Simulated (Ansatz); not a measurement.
Input for Ansatz (plane-wave DFT, PAW):

```yaml
crystal:
  lattice:
    - [-5.932305, 5.570549, -0.0738]
    - [-5.519569, 0.338936, 4.92836]
    - [-0.664623, 4.832126, 4.602673]
  atoms:
    - { symbol: O, position: [0.781834978, 0.9631083822, 0.3223575766] }
    - { symbol: O, position: [0.4712026747, 0.892188422, 0.3931759891] }
    - { symbol: O, position: [0.8754442772, 0.5246002358, 0.2478099953] }
    - { symbol: O, position: [0.8697288663, 0.6934885901, 0.7556247711] }
    - { symbol: O, position: [0.3893325564, 0.3360282658, 0.3147496308] }
    - { symbol: O, position: [0.4400871786, 0.9871169331, 0.7658182914] }
    - { symbol: O, position: [0.9443274123, 0.2614208653, 0.9440746074] }
    - { symbol: O, position: [0.3632934218, 0.3052485081, 0.9219389537] }
    - { symbol: O, position: [0.4905019702, 0.669974911, 0.19030486] }
    - { symbol: O, position: [0.1541029573, 0.7498181829, 0.0915892813] }
    - { symbol: O, position: [0.7615990576, 0.9824296896, 0.9501184991] }
    - { symbol: O, position: [0.5721733696, 0.5411139768, 0.8026498986] }
    - { symbol: O, position: [0.142059544, 0.0697637034, 0.2375216421] }
    - { symbol: O, position: [0.2008605007, 0.6559632625, 0.6557438156] }
    - { symbol: O, position: [0.6855257286, 0.2479927813, 0.5154159242] }
    - { symbol: O, position: [0.0610044517, 0.0771748384, 0.6678935492] }
    - { symbol: Al, position: [0.4555810897, 0.9844327812, 0.0603525362] }
    - { symbol: Si, position: [0.941765633, 0.0077750518, 0.9982724607] }
    - { symbol: Si, position: [0.4079056152, 0.598372914, 0.0743450746] }
    - { symbol: Si, position: [0.5156158584, 0.0462334592, 0.4612152006] }
    - { symbol: Ca, position: [0.9793009255, 0.49484554, 0.5099846511] }
    - { symbol: Ta, position: [0.0504686471, 0.4152228077, 0.9825112405] }
    - { symbol: Ta, position: [0.9335137564, 0.9751922076, 0.5882473409] }
    - { symbol: Ta, position: [0.5023410967, 0.5377050561, 0.569289902] }
basis:
  ecutwfc: 420
kpoints:
  mp_grid: { grid: [4, 4, 5] }
hamiltonian:
  xc: pbe
scf:
  occupations: { method: gaussian, width: 0.02 }
  n_extra_bands: 12
output:
  forces: true
  stress: true
  eigenvalues: true
  populations: true
  dos:
    method: { smearing: { sigma: 0.1, scheme: gaussian } }
    projected: true
    de: 0.02
  write_density: true
  write_potential: true
  elf: true
  volumetric_format: npy
```

Launched with
```bash
ansatz run input.yaml --threads 4 --pin off --max-ram 9216MiB --backend cpu --events-out ev --progress --plain --runs-dir out
```

Theory: DFT PBE, scalar-relativistic, plane waves, PAW in Ansatz.

From the run's log, abridged (iterations and final results):

```
SCF iter   1: F=—  HF=-43162.348507 eV  |F-HF|=—  |Δ(HF+E_count)|=         —  Δρ=5.07e-3  dr2=5.67e-2  ethr=1.77e-3  ⟨swp⟩=7.5  Hψ=17319  notcnv=0  defer=15
SCF iter   2: F=—  HF=-43162.341036 eV  |F-HF|=—  |Δ(HF+E_count)|=   7.47e-3  Δρ=2.46e-3  dr2=1.57e-2  ethr=3.54e-5  ⟨swp⟩=3.0  Hψ=7311  notcnv=0  defer=271
SCF iter   3: F=—  HF=-43162.340327 eV  |F-HF|=—  |Δ(HF+E_count)|=   7.09e-4  Δρ=6.85e-4  dr2=2.02e-3  ethr=9.80e-6  ⟨swp⟩=2.0  Hψ=5836  notcnv=0  defer=271
SCF iter   4: F=—  HF=-43162.339971 eV  |F-HF|=—  |Δ(HF+E_count)|=   3.56e-4  Δρ=2.63e-4  dr2=2.43e-4  ethr=1.26e-6  ⟨swp⟩=2.0  Hψ=5909  notcnv=0  defer=271
SCF iter   5: F=—  HF=-43162.339926 eV  |F-HF|=—  |Δ(HF+E_count)|=   4.48e-5  Δρ=1.06e-4  dr2=3.49e-5  ethr=1.52e-7  ⟨swp⟩=2.0  Hψ=5971  notcnv=0  defer=271
SCF iter   6: F=—  HF=-43162.339886 eV  |F-HF|=—  |Δ(HF+E_count)|=   4.00e-5  Δρ=3.23e-5  dr2=2.31e-6  ethr=2.18e-8  ⟨swp⟩=2.0  Hψ=6104  notcnv=0  defer=271
SCF iter   7: F=—  HF=-43162.339887 eV  |F-HF|=—  |Δ(HF+E_count)|=   3.26e-7  Δρ=1.24e-5  dr2=3.18e-7  ethr=1.44e-9  ⟨swp⟩=2.0  Hψ=6416  notcnv=0  defer=271
SCF iter   8: F=-43162.339887 eV  HF=-43162.339887 eV  |F-HF|=3.49e-10  |Δ(HF+E_count)|=   6.24e-8  Δρ=2.99e-6  dr2=2.03e-8  ethr=6.25e-11  ⟨swp⟩=15.4  Hψ=29360  notcnv=0
SCF 1 converged in 8 iterations: F = -43162.339887 eV  dr2 = 2.03e-8
SCF converged after 8 iterations
Free energy (F): -43162.339887 eV
Harris-Foulkes:  -43162.339887 eV  (|F-HF|=3.49e-10)
Internal energy: -43162.339887 eV  (E = F + TS)
E sigma→0 (E₀):  -43162.339887 eV
Fermi energy:    10.252879 eV
--- Per-component energies (eV) ---
  E_band       = -715.545064
  E_kinetic    = 4357.527643
  E_local      = -9011.557409  (includes V_loc(G=0)·N_el)
  E_nonlocal   = 951.842583
  E_hartree    = 3223.952563
  E_xc         = -2184.771086
  E_vxc        = -2468.197961  (∫ρ·V_xc dr)
  E_paw        = -30588.917286  (= ΣΔE_a)
  E_vpaw       = -993.101432  (= ΣTr[D̂ρ^β])
  E_aug_tail   = 0.040291  (compensation charges beyond the density's cutoff)
  E_ewald      = -9910.457187
  E_smearing   =  0.000000  (= −TS)
--- Forces (eV/Å), atoms counted from 1 ---
  atom   1  O     -0.00379391     0.00544480     0.00199887
  atom   2  O      0.00237128    -0.00638968    -0.00129662
  atom   3  O      0.00214801    -0.00763231     0.01735198
  atom   4  O     -0.01159874    -0.01020603     0.01829550
  atom   5  O     -0.00884653     0.00115531    -0.00666116
  atom   6  O     -0.00098829     0.00026065    -0.00634365
  atom   7  O      0.00413145    -0.00842217    -0.00594808
  atom   8  O     -0.01463431    -0.01680736     0.00844442
  atom   9  O     -0.00327172     0.01777622     0.00327887
  atom  10  O      0.00441198     0.00983895    -0.00138358
  atom  11  O      0.00805499    -0.00516222    -0.00448356
  atom  12  O     -0.01063191    -0.01370278    -0.02010272
  atom  13  O      0.01609399     0.00653447     0.00792143
  atom  14  O     -0.00081605     0.00975101    -0.00236532
  atom  15  O      0.00911072     0.00866757    -0.00103121
  atom  16  O      0.01627625    -0.00287242    -0.00081354
  atom  17  Al     0.01844544     0.00142092    -0.00397471
  atom  18  Si    -0.01506586     0.00940884    -0.00071647
  atom  19  Si    -0.00316827    -0.01439857     0.01371276
  atom  20  Si     0.00543910     0.03074302     0.02395670
  atom  21  Ca     0.00297111    -0.01125895     0.00418681
  atom  22  Ta    -0.00426336     0.02029442    -0.03797759
  atom  23  Ta    -0.01691949    -0.02229669    -0.00137224
  atom  24  Ta     0.00452913    -0.00218571    -0.00462396
--- Stress (GPa, compression-positive) ---
        0.103113      -0.086168      -0.038364
       -0.086166       0.087954      -0.007714
       -0.038361      -0.007713       0.037977
  P = ⅓ Tr σ = 0.0763 GPa (0.763 kbar)
--- Band table (eV; the first three rows and the last of 42) ---
  k-point 0: bands = ["-59.6648", "-58.9957", "-58.9484", "-29.3892", "-26.3085", "-26.2169", "-26.1410", "-25.7688", "-25.6752", "-25.5555", "-25.5425", "-25.5357", "-25.3976", "-11.0937", "-10.8606", "-10.7375", "-10.6259", "-10.1084", "-9.7177", "-9.6930", "-9.3645", "-9.2545", "-8.9829", "-8.8693", "-8.6458", "-8.5117", "-8.3670", "-8.2303", "-8.1348", "-7.8544", "-7.7795", "-7.4455", "0.1843", "0.8558", "1.5966", "2.2002", "2.5960", "2.8509", "2.8707", "3.0978", "3.2574", "3.4410", "3.5713", "3.8328", "3.8965", "4.0012", "4.2802", "4.3907", "4.5139", "4.6191", "4.7970", "4.9645", "5.0698", "5.2298", "5.3513", "5.4751", "5.6136", "5.6696", "5.9091", "6.0327", "6.1919", "6.3378", "6.3985" ...
  k-point 1: bands = ["-59.6648", "-58.9956", "-58.9485", "-29.3894", "-26.3079", "-26.2166", "-26.1408", "-25.7688", "-25.6633", "-25.5579", "-25.5503", "-25.5231", "-25.4136", "-11.1224", "-10.8727", "-10.6609", "-10.6267", "-10.0373", "-9.7755", "-9.6455", "-9.4282", "-9.2551", "-8.9889", "-8.9192", "-8.7131", "-8.5416", "-8.3696", "-8.1608", "-8.0868", "-7.8767", "-7.7148", "-7.4931", "0.2035", "0.8521", "1.6154", "2.2856", "2.6471", "2.8140", "2.9279", "3.0692", "3.2241", "3.3529", "3.6270", "3.8248", "3.9494", "4.0251", "4.2403", "4.3849", "4.4305", "4.6287", "4.8073", "4.8939", "5.1283", "5.2662", "5.2989", "5.5133", "5.5858", "5.7854", "5.9090", "6.0434", "6.2096", "6.3127", "6.4254" ...
  k-point 2: bands = ["-59.6648", "-58.9956", "-58.9486", "-29.3896", "-26.3069", "-26.2161", "-26.1404", "-25.7688", "-25.6402", "-25.5690", "-25.5525", "-25.4981", "-25.4514", "-11.1567", "-10.8950", "-10.6894", "-10.4174", "-9.9922", "-9.8284", "-9.6150", "-9.4623", "-9.2850", "-9.0785", "-8.9602", "-8.8033", "-8.5792", "-8.3735", "-8.0687", "-7.9891", "-7.8881", "-7.6525", "-7.5710", "0.2229", "0.7910", "1.6992", "2.4836", "2.6986", "2.7675", "2.9685", "3.0909", "3.2317", "3.4134", "3.6151", "3.7403", "3.8588", "4.0633", "4.1953", "4.3358", "4.4479", "4.6594", "4.7361", "4.8745", "5.0721", "5.2789", "5.3878", "5.5205", "5.6015", "5.7291", "5.8496", "6.0492", "6.1959", "6.2931", "6.3992", ...
  k-point 41: bands = ["-59.6648", "-58.9957", "-58.9484", "-29.3897", "-26.3083", "-26.2169", "-26.1410", "-25.7679", "-25.6721", "-25.5558", "-25.5458", "-25.5312", "-25.4018", "-10.9983", "-10.9409", "-10.6786", "-10.5813", "-10.1631", "-9.8723", "-9.7065", "-9.3999", "-9.1783", "-8.9844", "-8.9097", "-8.7287", "-8.5017", "-8.3906", "-8.1264", "-8.0313", "-7.8072", "-7.7211", "-7.5565", "0.1162", "0.7339", "2.0418", "2.3588", "2.6534", "2.8400", "2.9060", "3.0395", "3.2909", "3.3878", "3.5117", "3.7369", "3.7828", "3.9572", "4.2078", "4.4656", "4.5403", "4.6229", "4.7656", "4.9720", "5.1348", "5.3053", "5.3678", "5.4936", "5.5867", "5.7163", "5.8054", "5.9620", "6.0834", "6.3199", "6.3932 ...
--- Löwdin populations: 24 sites ---
  site symbol q [e]
     0      O      6.7922
     1      O      6.7350
     2      O      6.7208
     3      O      6.7286
     4      O      6.8171
     5      O      6.7973
     6      O      6.7620
     7      O      6.7013
     8      O      6.7554
     9      O      6.8215
    10      O      6.7100
    11      O      6.7241
    12      O      6.6938
    13      O      6.6432
    14      O      6.6005
    15      O      6.7573
    16     Al      1.8239
    17     Si      2.3799
    18     Si      2.3215
    19     Si      2.3333
    20     Ca      8.2622
    21     Ta     11.2953
    22     Ta     11.2728
    23     Ta     11.2006
  spilling = 0.008440 (of n_electrons = 160.000000)
```

The run converged.

The run took 46 s on 4 threads of Arm Neoverse V2, on a shared host, peak memory 1.2 GiB.

Spin–orbit coupling is left out, which can shift energies with elements as heavy as these.